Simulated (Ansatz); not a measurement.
input.yaml (Ansatz 0.2.0):

```yaml
crystal:
  lattice:
    - [-1.9070173913, 1.9459361136, 3.2630186826]
    - [1.9070173913, -1.9459361136, 3.2630186826]
    - [1.9070173913, 1.9459361136, -3.2630186826]
  atoms:
    - { symbol: La, position: [0.0, 0.0, 0.0] }
    - { symbol: C, position: [0.4008077846, 0.4008077846, 0.0] }
    - { symbol: C, position: [0.5991922154, 0.5991922154, 0.0] }
basis:
  ecutwfc: 420
  ecutrho_ratio: 4
kpoints:
  mp_grid: { grid: [12, 12, 12] }
hamiltonian:
  xc: pbesol
scf:
  occupations: { method: gaussian, width: 0.05 }
output:
  forces: true
  stress: true
  eigenvalues: true
```

The start was a prototype's sites filled with these elements; the Crystallography Open Database holds the compound in this structure.

Question: Predict the main results.

Answer: Pressure 1.8 GPa, gap on the mesh zero (metallic), largest force component 0.005 eV/Å (PBEsol, scalar-relativistic).

What the program printed, in part:

```
Pseudopotentials: kind: paw
Pseudopotential: La, paw, valence charge 11, recommended cutoff 420 eV (normal), La.paw.azcp
Pseudopotential: C, paw, valence charge 4, recommended cutoff 420 eV (normal), C.paw.azcp
Crystal: 3 atoms, lattice volume = 48.435 Å³
Basis set: ecut = 420 eV, 947 PW (Γ), exchange–correlation on 60×60×60 points (8 copies of the dense FFT grid, shifted against one another)
Bands: 14, of which v1, the nominal top of the filled ones, is band 10 counted from 1 (9 counted from 0)
Symmetry: 8 space group operations
Space group: Immm (ITA 71), of the structure as read, at distance tolerance 3.6e-5 Å
k-points: 280 of 1728
Initial density: superposition of atomic densities (neutral atoms: chi_scale 0, normalization atom), corrected by the library's trained network
Initial wavefunctions: pseudopotential atomic-orbital guess
Functional: x = pbesol(κ = 0.804, μ = 0.12346), c = pbesol(β = 0.046)
```

```
SCF iter   1: F=—  HF=-6655.028319 eV  |F-HF|=—  |Δ(HF+E_count)|=         —  Δρ=5.49e-3  dr2=1.74e-2  ethr=1.77e-3  ⟨swp⟩=4.2  Hψ=18252  notcnv=0
SCF iter   2: F=—  HF=-6655.024811 eV  |F-HF|=—  |Δ(HF+E_count)|=   3.51e-3  Δρ=2.26e-3  dr2=2.79e-3  ethr=9.14e-5  ⟨swp⟩=2.4  Hψ=7844  notcnv=0
SCF iter   3: F=—  HF=-6655.024602 eV  |F-HF|=—  |Δ(HF+E_count)|=   2.10e-4  Δρ=5.90e-4  dr2=1.87e-4  ethr=1.47e-5  ⟨swp⟩=2.0  Hψ=6229  notcnv=0  defer=4
SCF iter   4: F=—  HF=-6655.024617 eV  |F-HF|=—  |Δ(HF+E_count)|=   1.51e-5  Δρ=1.29e-4  dr2=7.95e-6  ethr=9.85e-7  ⟨swp⟩=2.5  Hψ=6382  notcnv=0  defer=1
SCF iter   5: F=—  HF=-6655.024618 eV  |F-HF|=—  |Δ(HF+E_count)|=   9.07e-7  Δρ=3.21e-5  dr2=4.68e-7  ethr=4.18e-8  ⟨swp⟩=2.6  Hψ=5603  notcnv=0  defer=2
SCF iter   6: F=-6655.024618 eV  HF=-6655.024618 eV  |F-HF|=2.49e-9  |Δ(HF+E_count)|=   1.84e-7  Δρ=6.71e-6  dr2=1.91e-8  ethr=5.26e-10  ⟨swp⟩=7.2  Hψ=20355  notcnv=0
```

```
SCF 1 converged in 6 iterations: F = -6655.024618 eV  dr2 = 1.91e-8
SCF converged after 6 iterations
Free energy (F): -6655.024618 eV
E sigma→0 (E₀):  -6655.023858 eV
Entropy (-TS):   -0.001519 eV (-0.506 meV/atom)
Fermi energy:    10.832636 eV
--- Per-component energies (eV) ---
  E_band       = -17.184280
  E_kinetic    = 366.745671
  E_local      = -486.127644  (includes V_loc(G=0)·N_el)
  E_nonlocal   = 153.494866
  E_hartree    = 145.905352
  E_xc         = -233.040032
  E_vxc        = -264.860796  (∫ρ·V_xc dr)
  E_paw        = -5519.151219  (= ΣΔE_a)
  E_vpaw       = -78.245557  (= ΣTr[D̂ρ^β])
  E_aug_tail   = 0.000014  (compensation charges beyond the density's cutoff)
  E_ewald      = -1083.061818
  E_core_change = 0.211710  (= ΣΔE_core)
  E_smearing   = -0.001519  (= −TS)
--- Forces (eV/Å), atoms counted from 1 ---
  atom   1  La     0.00000000     0.00000000     0.00000000
  atom   2  C      0.00000000     0.00000000     0.00522331
  atom   3  C      0.00000000     0.00000000    -0.00522331
--- Stress (GPa, compression-positive) ---
        2.867170       0.000000       0.000000
        0.000000       2.081768       0.000000
        0.000000       0.000000       0.593686
  P = ⅓ Tr σ = 1.8475 GPa (18.475 kbar)
```

It took about 19 core-seconds on a shared host.

These numbers lack spin–orbit coupling. The cell is a metal with an odd number of electrons, and spin polarisation wasn't tried.
